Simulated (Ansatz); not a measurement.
One crystal and one scan (scan of one atom of the cell) at two levels, PBE (plane waves to 420 eV, PAW, scalar-relativistic; Ansatz, an electronic-structure program) and r2SCAN (plane waves to 500 eV, PAW, scalar-relativistic; Ansatz), each from its own relaxed cell and on its own mesh.

The crystal is WSi2 (MoSi2 type, space group I4/mmm); one W atom of a 3-atom cell moves by s along Cartesian [110], with its periodic images.

E stands for the smeared free energy. Spin-orbit coupling is left out, though W is heavy. The PAW data are Ansatz's earlier set. WSi2 is run without spin polarisation. WSi2 was relaxed with its symmetry unable to fall. (PBE) Left out: 2 of 11 points, with atoms too close for the PAW data. (r2SCAN) Left out: 2 of 11 points, with atoms too close for the PAW data. With partly filled bands, energies and forces of such displacements shift with the k mesh and the smearing.

| quantity | run 1 | run 2 |
|---|---|---|
| Lattice constant a (Å) | 3.229 | 3.212 |
| Lattice constant c (Å) | 7.868 | 7.806 |
| Relaxed volume (Å³/atom) | 13.68 | 13.42 |
| Force constant k = d²E/ds² at s = 0 (finite differences) (eV/Å²) | 10.11 | 11.15 |

### Question
Which run is which level?

### Answer
Run 1 is PBE, run 2 is r2SCAN. PBE gives the higher value for: lattice constant a; lattice constant c; relaxed volume. PBE gives the lower value for: force constant k = d²E/ds² at s = 0. Both give the same shape of the curve: a single well with its minimum at or next to zero displacement.

(A displaced cell: forces are minus the slopes of the energy, force constants its curvatures, and phonons follow from these.)
